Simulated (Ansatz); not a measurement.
The start is a generated cell, NbP built in the AFLOW prototype AB_cI16_199_a_a (B_a). The cell and all atomic positions are relaxed at zero pressure with r2SCAN (plane waves to 500 eV, PAW, scalar-relativistic; Ansatz, an electronic-structure program). The first steps use a coarse 5×5×5 k-mesh.

Input geometry:
```yaml
crystal:
  lattice:
    - [-3.13264, 3.13264, 3.13264]
    - [3.13264, -3.13264, 3.13264]
    - [3.13264, 3.13264, -3.13264]
  atoms:
    - { symbol: P, position: [0.91200, 0.91200, 0.91200] }
    - { symbol: P, position: [0.50000, 0.00000, 0.58800] }
    - { symbol: P, position: [0.00000, 0.58800, 0.50000] }
    - { symbol: P, position: [0.58800, 0.50000, 0.00000] }
    - { symbol: Nb, position: [0.43060, 0.43060, 0.43060] }
    - { symbol: Nb, position: [0.50000, 0.00000, 0.06940] }
    - { symbol: Nb, position: [0.00000, 0.06940, 0.50000] }
    - { symbol: Nb, position: [0.06940, 0.50000, 0.00000] }
```

```json
{
 "initial_pressure": "+2 GPa (positive: the cell is compressed)",
 "largest_initial_force": "about 2.5 eV/Å, on Nb5, Nb6, Nb7, Nb8 (atoms numbered as listed)",
 "outcome": "The space group goes from I2₁3 (No. 199) to Pm-3m (No. 221); the end is CsCl type, with 2 atoms in the primitive cell",
 "energy_released": "0.48 to 0.49 eV/atom (the two k-meshes of the run give this range)",
 "Shortest distances (start → end)": "The closest pairs of elements (up to four, under 3.6 Å), start → end: Nb–P 2.61 → 2.69 Å; P–P 2.64 → 3.11 Å; Nb–Nb 2.73 → 3.11 Å",
 "band_gap_at_the_end": "no gap (metallic)",
 "optimiser_moves": "8"
}
```

Final structure:

```cif
data_NbP
_chemical_formula_sum 'P1 Nb1'
_space_group_name_H-M_alt 'Pm-3m'
_space_group_IT_number 221
_space_group_name_Hall '-P 4 2 3'
_cell_length_a 3.10771
_cell_length_b 3.10771
_cell_length_c 3.10771
_cell_angle_alpha 90.000
_cell_angle_beta 90.000
_cell_angle_gamma 90.000
loop_
_atom_site_label
_atom_site_type_symbol
_atom_site_symmetry_multiplicity
_atom_site_Wyckoff_symbol
_atom_site_fract_x
_atom_site_fract_y
_atom_site_fract_z
_atom_site_occupancy
P1 P 1 a 0.00000 0.00000 0.00000 1
Nb1 Nb 1 b 0.50000 0.50000 0.50000 1
```

Final values are on a 15×15×15 k-mesh of the relaxed cell. No spin polarisation in the result.

The run could not lose the symmetry of its start, so the end can be a saddle point.

The relaxed structure here is a generated cell of NbP: the first start was made by placing the elements on the sites of a structure type, and the end was not matched to a known phase here, so it may be hypothetical.
